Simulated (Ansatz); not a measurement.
This run works on a proposed trial structure, not on a known crystal.

Input and command of a plane-wave DFT calculation in Ansatz:

```yaml
crystal:
  lattice:
    - [-1.5708842185, 1.5708842185, 8.8288870848]
    - [1.5708842185, -1.5708842185, 8.8288870848]
    - [1.5708842185, 1.5708842185, -8.8288870848]
  atoms:
    - { symbol: W, position: [0.6167716709, 0.6167716709, 0.0] }
    - { symbol: W, position: [0.3832283291, 0.3832283291, 0.0] }
    - { symbol: W, position: [0.0, 0.0, 0.0] }
    - { symbol: W, position: [0.7968553405, 0.7968553405, 0.0] }
    - { symbol: W, position: [0.2031446595, 0.2031446595, 0.0] }
    - { symbol: C, position: [0.5, 0.5, 0.0] }
basis:
  ecutwfc: 500
kpoints:
  mp_grid: { grid: [14, 14, 14] }
hamiltonian:
  xc: r2scan
scf:
  occupations: { method: gaussian, width: 0.1 }
output:
  forces: true
  stress: true
  eigenvalues: true
```

```bash
ansatz run input.yaml --threads 1 --pin off --max-ram 2560MiB --backend cpu --events-out ev --progress --plain --runs-dir out
```

Processor: Arm Neoverse V2, 1 thread, on a host shared with other jobs.

Question: Estimate time, memory and problem size.

Answer: About 110 s, peak memory 1 GiB. It solves 45 bands at 244 k points (after reduction by symmetry) with about 2225 plane waves, in 8 SCF iterations.
